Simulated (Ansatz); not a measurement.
PtSe2:
```
CELL_PARAMETERS angstrom
      3.68975     0.00000     0.00000
     -1.84488     3.19542     0.00000
      0.00000     0.00000    32.00000
ATOMIC_POSITIONS crystal
  Se 0.66667 0.33333 0.54136
  Pt 0.00000 0.00000 0.50000
  Se 0.33333 0.66667 0.45864
```
Free-standing layer in the xy plane with vacuum along z and no interaction between images.

Relaxed with r²SCAN+D4. Special points in fractions of this cell's reciprocal vectors: Γ (0.000, 0.000, 0.000); M (0.500, 0.000, 0.000); K (0.333, 0.333, 0.000).

Task: List the band energies nearest the valence-band maximum at these points for r²SCAN+D4 with spin–orbit coupling in the plane-wave PAW code Ansatz.

Result: In eV from the valence-band maximum; about four levels below and three above (degenerate sets whole), none deeper than 8.9 eV; points with the same levels are listed once.

| k | below | above |
|---|---|---|
| Γ | -0.37 -0.37 0.00 0.00 | 2.97 2.97 3.01 3.01 |
| M | -2.00 -2.00 -1.65 -1.65 | 2.47 2.47 2.72 2.72 |
| K | -1.32 -1.32 -1.15 -1.15 | 1.78 1.78 1.80 1.80 |

Space group P-3m1 (1T). A layer that has been made, often on a substrate. The r²SCAN+D4 relaxation kept the symmetry of its start; whether a distortion lowers the energy is not shown. The run is not spin-polarised.

Potentials: the later of the program's two PAW sets.
